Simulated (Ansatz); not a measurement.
## Au (Im-3m), stationary points along a deformation path

Method: DFT PBEsol, scalar-relativistic, plane waves, PAW (Ansatz). Cutoff 420 eV, Γ-centred 22×22×22 k-points, Gaussian smearing of 0.15 eV. Spin–orbit coupling is left out, which can shift energies with elements as heavy as these. No spin polarisation. Energies are free energies at this smearing, counted from the undisturbed cell; pressure is positive in compression.

Zero of the scan (as given, not relaxed at this level; it stands at -9.4 GPa; this bcc form isn't the usual structure):

```xyz
1
Lattice="-1.6573 1.6573 1.6573 1.6573 -1.6573 1.6573 1.6573 1.6573 -1.6573" Properties=species:S:1:pos:R:3 pbc="T T T"
Au    0.0000    0.0000    0.0000
```

At fixed volume and fractional coordinates, lengths along (0.577, 0.577, 0.577) are scaled against those across it; ρ is that ratio over its starting value. V = 18.207 Å³/atom. Δσ is the stress along the axis less the mean stress across it (compression positive).

```
    ρ  ΔE (meV/atom)  Δσ (GPa) space group
0.500        11318.6    768.79         R-3m
0.600         4176.7    321.88         R-3m
0.710         1263.8    143.66         R-3m
0.850          164.8     33.77         R-3m
0.930           26.2     10.28         R-3m
1.000            0.0      0.00        Im-3m
1.200           57.4     -5.72         R-3m
1.410          127.4     -6.44         R-3m
1.700          223.3     -5.64         R-3m
2.000          261.2      0.00        Pm-3m
```

Problem. How does the stress give the slope of the energy, and where is the energy stationary?

Solution. Along the path d ln(length) is 2/3 d ln ρ on the axis and −1/3 d ln ρ across it, so dE/d ln ρ = −(2/3) V Δσ: the energy falls with ρ where Δσ is positive. Δσ vanishes or changes sign at ρ = 1.000 (Im-3m), a minimum at 0.0 meV/atom; at ρ = 2.000 (Pm-3m, an end of the scan), at 261.2 meV/atom. Pairs of stationary points between two samples would go unseen, and could change a minimum read from distant neighbours into a maximum. At ρ = 1.000, 2.000 the cell is cubic, where symmetry alone makes the stress isotropic and the slope zero.

In a metal these slopes depend on the k mesh and the smearing.